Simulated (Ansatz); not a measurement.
**AlOs: sound and stiffness along [100], [110] and [111]**

All numbers below come from DFT PBEsol, scalar-relativistic, plane waves, PAW in Ansatz 0.2.0. Settings: 420 eV plane-wave cutoff, Γ-centred 14×14×14 mesh, Fermi-Dirac smearing of 0.15 eV. No spin polarisation.

The cell, relaxed at this level:
```cif
data_structure
_symmetry_space_group_name_H-M 'Pm-3m'
_symmetry_Int_Tables_number 221
_cell_length_a 2.9943
_cell_length_b 2.9943
_cell_length_c 2.9943
_cell_angle_alpha 90.000
_cell_angle_beta 90.000
_cell_angle_gamma 90.000
_cell_volume 26.85
loop_
_atom_site_label
_atom_site_type_symbol
_atom_site_symmetry_multiplicity
_atom_site_Wyckoff_symbol
_atom_site_fract_x
_atom_site_fract_y
_atom_site_fract_z
_atom_site_occupancy
Al1 Al 1 a 0.00000 0.00000 0.00000 1
Os1 Os 1 b 0.50000 0.50000 0.50000 1
```

In a metal, frequencies and elastic constants depend on the k mesh and the smearing, soft modes and shear constants most. Spin–orbit coupling is left out, which can shift energies with elements as heavy as these.

With ions relaxed, on the cubic axes: C11 = 372.6, C12 = 187.8, C44 = 161.9 GPa. The density is 13.436 g/cm³.

Question: Is the crystal stable against strain, and how anisotropic is it?

Answer: Born's conditions hold: C11 + 2C12 = 748.3, C11 − C12 = 184.8 and C44 = 161.9 GPa are all positive. B = (C11 + 2C12)/3 = 249.4 GPa. The two shear moduli are C44 and C′ = (C11 − C12)/2 = 92.4 GPa, so Zener's ratio is A = C44/C′ = 1.75: the tetragonal shear C′ is the soft one, as in many fcc and bcc metals and zincblende crystals. The Cauchy pressure C12 − C44 is 25.9 GPa; it would vanish for pair forces between atoms on inversion centres at zero pressure, and a positive value is usual with metallic or many-body binding.

Question: Give the sound speeds along the three symmetry directions.

Answer: The Christoffel equation gives ρv² for each branch:
```tsv
direction	branch	ρv²	GPa	v (m/s)
[100]	L	C11	372.6	5266
[100]	T (×2)	C44	161.9	3471
[110]	L	(C11 + C12 + 2C44)/2	442.1	5736
[110]	T, u ∥ [001]	C44	161.9	3471
[110]	T, u ∥ [1-10]	(C11 − C12)/2	92.4	2622
[111]	L	(C11 + 2C12 + 4C44)/3	465.3	5885
[111]	T (×2)	(C11 − C12 + C44)/3	115.6	2933
```

Question: How does Young's modulus depend on direction?

Answer: Inverting gives S11 = 4.053, S12 = -1.358, S44 = 6.177 TPa⁻¹. Along a unit vector (l, m, n), 1/E = S11 − 2(S11 − S12 − S44/2)(l²m² + m²n² + n²l²), where the last bracket is 0, 1/4 and 1/3 for [100], [110] and [111]: E = 247, 346 and 399 GPa. With A > 1 the body diagonal is stiffest. For a film on (001), the biaxial modulus is C11 + C12 − 2C12²/C11 = 371 GPa and the normal strain is −2C12/C11 = -1.01 times the in-plane one.